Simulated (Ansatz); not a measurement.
Starting cell, KZnF3 (cubic perovskite):

```
KZnF3
1.0
    8.25492     0.00000     0.00000
    4.12746     4.12746     0.00000
    0.00000     0.00000     4.12746
K Zn F
2 2 6
Direct
  0.00000   0.00000   0.00000
  0.50000   0.00000   0.00000
  0.00000   0.50000   0.50000
  0.50000   0.50000   0.50000
  0.75000   0.50000   0.50000
  0.25000   0.50000   0.50000
  0.25000   0.00000   0.50000
  0.75000   0.00000   0.50000
  0.00000   0.50000   0.00000
  0.50000   0.50000   0.00000
```

A phonon eigenvector at M = (0.5, 0.5, 0.0) is frozen into this cell: atom i moves by Q times the vector below, so Q is the largest atomic displacement, in Å. The cell is held. It is one choice among 2 degenerate patterns. (q is in reciprocal vectors of the primitive cell; the cell shown is doubled to hold the pattern.)

| atom | x | y | z |
|---|---|---|---|
| K1 | -0.514 | 0.000 | 0.000 |
| K2 | 0.514 | 0.000 | 0.000 |
| Zn3 | 0.000 | 1.000 | 0.000 |
| Zn4 | 0.000 | -1.000 | 0.000 |
| F9 | 0.000 | -0.936 | 0.000 |
| F10 | 0.000 | 0.936 | 0.000 |

Atoms not listed stay in place.

Method: PBE (plane waves to 420 eV, PAW, scalar-relativistic; Ansatz, an electronic-structure program). k mesh 8×8×8 (Γ-centred), Fermi-Dirac smearing 0.05 eV. KZnF3 was relaxed with its symmetry unable to fall.

At one point of the scan the forces (eV/Å) are:

```
atom      Fx      Fy     Fz
----  ------  ------  -----
K1     0.153   0.000  0.000
K2    -0.153   0.000  0.000
Zn3    0.000  -0.500  0.000
Zn4    0.000   0.500  0.000
F5     0.000   0.000  0.000
F6     0.000   0.000  0.000
F7     0.000   0.000  0.000
F8     0.000   0.000  0.000
F9     0.000   0.136  0.000
F10    0.000  -0.136  0.000
```

Problem. Which point is it?
(A) Q = 0.067 Å
(B) Q = 0.017 Å
(C) Q = 0.050 Å
(D) Q = 0.033 Å

Solution. D, Q = 0.033 Å

(A displaced cell: forces are minus the slopes of the energy, force constants its curvatures, and phonons follow from these.)
